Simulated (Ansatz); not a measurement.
## Stability checks on a candidate for TiSn₃O₈

The cell was found from a structure generator's guess, not taken from experiment.

Theory: Ansatz 0.2.0, DFT PBE, scalar-relativistic, plane waves, PAW. The final run on the 12-atom cell used 420 eV, a Γ-centred 6×6×4 mesh, 0.02 eV smearing and no spin polarisation.

```
Ti Sn O
1.0
     3.37562   -3.38112    0.00000
     3.37562    3.38112    0.00000
     0.00000    0.00000    6.36083
Ti Sn O
1 3 8
Direct
  0.00000 0.00000 0.00000
  0.00000 0.00000 0.50000
  0.50000 0.50000 0.24533
  0.50000 0.50000 0.75467
  0.70303 0.70303 0.00000
  0.69377 0.69377 0.50000
  0.81039 0.18961 0.23836
  0.81039 0.18961 0.76164
  0.29697 0.29697 0.00000
  0.30623 0.30623 0.50000
  0.18961 0.81039 0.23836
  0.18961 0.81039 0.76164
```

The zero of energy is the elements' standard structures at the same level (O₂ as a molecule); no fitted shifts are applied. The references include grey tin.

Problem. These tests were run: energy against the elements; random kick, then relaxation without symmetry; phonons on a 2×2×1 q mesh; elastic tensor. What do they show?

Solution.

| test | result |
| --- | --- |
| energy against the elements | −1.941 eV/atom |
| random kick, then relaxation without symmetry | returns |
| phonons on a 2×2×1 q mesh | no imaginary mode on the mesh, but the interpolation dips to 58i cm⁻¹ between its points |
| elastic tensor | least eigenvalue 39 GPa |

It fails none of these tests outright. Whether a mixture of other phases lies lower isn't tested here. Undecided within the accuracy: phonons on a 2×2×1 q mesh.

The kick test ran on a coarse mesh. The run for the phonons used a 6×6×4 k mesh. The run for the elastic tensor used a 6×6×4 k mesh.
